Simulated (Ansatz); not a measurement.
Zr2C in space group P4/nmm (No. 129; Zr on 2a, Zr on 2c, C on 2c) at seven volumes, the program Ansatz at the r²SCAN level (PAW), shape and atoms relaxed at each. One row is withheld.

| V (Å³/atom) | P (GPa) |
|---|---|
| 13.978 | 18.52 |
| 14.439 | 11.37 |
| 14.900 | 5.24 |
| 15.360 | 0.00 |
| 15.821 | -4.50 |
| 16.282 | -8.35 |
| 16.743 | ? |

Problem. Fit the shown pressures and predict the withheld one.

Solution. Third-order Birch–Murnaghan: P = (3/2)B₀(x^(7/2) − x^(5/2))[1 + (3/4)(B′ − 4)(x − 1)] with x = (V₀/V)^(2/3). Least squares on the six rows gives V₀ = 15.360 Å³/atom, B₀ = 161.7 GPa, B′ = 4.12. At V = 16.743, x = 0.9441 and P = -11.68 GPa. The run itself gave -11.68 GPa.

A made-up cell: these elements were put on the sites of a structure type; neither database checked (COD, Materials Project) lists it. Whether it is the stable phase at ambient conditions was not checked. Symmetry was held in the r²SCAN relaxation; its stability against distortions is not shown here. No spin polarisation was allowed.

Potentials: the later of the program's two PAW sets.
